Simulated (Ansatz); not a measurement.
Pt (fcc, Cu type)

```xyz
4
Lattice="3.9703 0.0000 0.0000 0.0000 3.9703 0.0000 0.0000 0.0000 3.9703" Properties=species:S:1:pos:R:3 pbc="T T T"
Pt     0.0000     0.0000     0.0000
Pt     1.9851     1.9851     0.0000
Pt     1.9851     0.0000     1.9851
Pt     0.0000     1.9851     1.9851
```

In each cell atom 3 (Pt, nearest neighbour Pt at 2.807 Å; its periodic images, 4.0 Å or more away, move with it) moves by s·(-0.707, -0.707, 0.000) (towards the nearest neighbour), the rest being held.

All values below come from PBE (plane waves to 420 eV, PAW, scalar-relativistic; Ansatz, a program for electronic structure). k mesh 10×10×10 (Γ-centred), Fermi-Dirac smearing 0.05 eV. Energies are smeared free energies. With partly filled bands, energies and forces of such displacements shift with the k mesh and the smearing. Pt is run without spin polarisation. Pt was relaxed with its symmetry unable to fall. Spin-orbit coupling is left out, though Pt is heavy. The zero of ΔE is the undisplaced structure. The last digit holds for this mesh only.

```
s (Å)   ΔE (meV/cell)
------  -------------
-0.560         2118.8
-0.448         1240.5
-0.336       withheld
-0.224          285.9
-0.112           70.7
0.000             0.0
0.112            70.7
0.224           285.9
0.336        withheld
0.448          1240.5
0.560          2118.8
```

**Question.** Fit an even polynomial form (powers 2, 4, 6) to the given rows and predict ΔE at s = -0.336.

**Answer.** Least squares on the 9 given rows: ΔE = (5610)·s² + (1397)·s⁴ + (7197)·s⁶, in meV/cell with s in Å; root-mean-square residual 0.10 meV/cell. At -0.336 the fit gives 661.5 meV/cell; the calculation gives 660.7 meV/cell, so the interpolation is off by 0.8 (+0.1 %). The quadratic term alone would give 633.3 meV/cell.

(A displaced cell: forces are minus the slopes of the energy, force constants its curvatures, and phonons follow from these.)
